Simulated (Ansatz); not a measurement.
YPb$_{2}$ in space group Cmcm (No. 63; Pb on 4c, Y on 4c, Pb on 4c), PBEsol in the plane-wave PAW code Ansatz, all energies at zero smearing, with the estimated change up to a 700 eV cutoff added, with one set of potentials and settings (totals compare only within such a set). Cell of 6 atoms (4 Pb, 2 Y): -54612.659 eV.

```
element                reference phase  E (eV/atom)
-------  -----------------------------  -----------
Pb          Fm-3m, 1 atoms in the cell  -11754.9486
Y        P6_3/mmc, 2 atoms in the cell   -3795.0735
```

Formation energy per atom, worked out: (-54612.659 − 4×(-11754.9486) − 2×(-3795.0735))/6 = -0.453 eV/atom (-44 kJ per mol of atoms), at 0 K, without zero-point energy or fitted corrections.

The workflow started from an entry of the Crystallography Open Database (COD). Whether it is the stable phase at ambient conditions was not checked. The PBEsol relaxation kept the symmetry of its start; its stability against distortions is not shown here. The run is not spin-polarised. The references are the lowest solids computed at this level, not always the standard phases. Spin–orbit coupling is left out wherever it is not named.

Potentials: the later of the program's two PAW sets.
